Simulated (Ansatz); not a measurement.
Computed with DFT PBE, scalar-relativistic, plane waves, PAW in Ansatz. All cells share a 420 eV cutoff and Γ-centred k meshes spaced at most about 0.3 Å⁻¹ (about 0.25 or finer for metals, 2π included). No spin polarisation in the final relaxations.

These are static total energies at zero pressure.

Two relaxed structures of NaHfO:

A.

```yaml
crystal:
  lattice:
    - [3.49484, 0.00000, 0.00000]
    - [0.00000, 3.49484, 0.00000]
    - [0.00000, 0.00000, 4.14585]
  atoms:
    - { symbol: Na, position: [0.00000, 0.00000, 0.00000] }
    - { symbol: Hf, position: [0.50000, 0.50000, 0.50000] }
    - { symbol: O, position: [0.50000, 0.50000, 0.00000] }
```

B.

```yaml
crystal:
  lattice:
    - [3.08359, 0.00000, 0.00000]
    - [0.00000, 3.08359, 0.00000]
    - [0.00000, 0.00000, 5.82134]
  atoms:
    - { symbol: Na, position: [0.50000, 0.50000, 0.50000] }
    - { symbol: Hf, position: [0.00000, 0.00000, 0.00000] }
    - { symbol: O, position: [0.50000, 0.50000, 0.00000] }
```

Question: Which would you expect to be lower, and how large is the difference?

Answer: A is lower, by 44 meV/atom. A has space group P4/mmm (No. 123), 16.9 Å³/atom and no gap on its mesh; B has space group P4/mmm (No. 123), 18.5 Å³/atom and no gap. Counting O atoms around Hf and Na (those within 1.25 times the shortest such distance or 1.15 times the sum of covalent radii, 1.27 where that leaves under three; the shortest distance is added where it exceeds 1.18 times the sum of covalent radii), A has Na 4, Hf 2 and B has Na 2 from 2.9 Å, Hf 4. The denser one is the lower, and pressure would at first widen the difference. Both come from invented guesses. A third cell relaxed alike, in Pmm2, lies 109 meV/atom below the lower of the two.

Spin–orbit coupling, which can matter for Hf, is left out. In P4/mmm at 16.9 Å³/atom, P4/mmm at 18.5 Å³/atom an odd number of electrons in the primitive cell allows no gap without spin; a larger cell or a magnetic state could open one. A magnetic state wasn't ruled out in cells without spin, among them P4/mmm at 16.9 Å³/atom. Cells relaxed within their symmetry can be saddle points.
